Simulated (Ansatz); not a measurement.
In the program Ansatz at the LDA level (PAW), Ge2Sb2Te5 in the trigonal phase (P-3m1; Pearson symbol hP9) relaxes to a = 4.198 Å, c = 16.646 Å. Ge has 6 nearest neighbours from 2.93 Å (octahedral); Sb has 6 nearest neighbours from 2.97 Å (octahedral); Te on 1a has 6 nearest neighbours from 2.95 Å (octahedral); Te on 2d has 6 nearest neighbours from 2.93 Å (octahedral). Its formation energy from the elements is -0.10 eV/atom, with no fitted shifts.

Electronic character: no gap, with almost no states at the Fermi level (zero-gap or semimetallic).

The relaxed-ion elastic constants in GPa are C11 = 96.0, C12 = 21.1, C13 = 32.6, C14 = 20.8, C33 = 67.3, C44 = 46.3. The elastic constants imply a Debye temperature near 239 K. The highest mode at Γ lies at 170 cm⁻¹.

The cell was relaxed with LDA under the symmetry of its start; of distortions, only those at the zone centre were tested. A crystal of weakly bound layers computed without a dispersion correction: the cell and the soft elastic constants depend strongly on that. As this level gives no gap, shear constants depend on the k-mesh and smearing (Fermi–Dirac, 0.1 eV here). As this level gives no gap, phonon frequencies hold no LO–TO term and depend on the k-mesh and smearing (Fermi–Dirac, 0.1 eV here). The references are the lowest solids computed at this level, not always the standard phases. Spin–orbit coupling is left out wherever it is not named.

Potentials: the later of the program's two PAW sets.
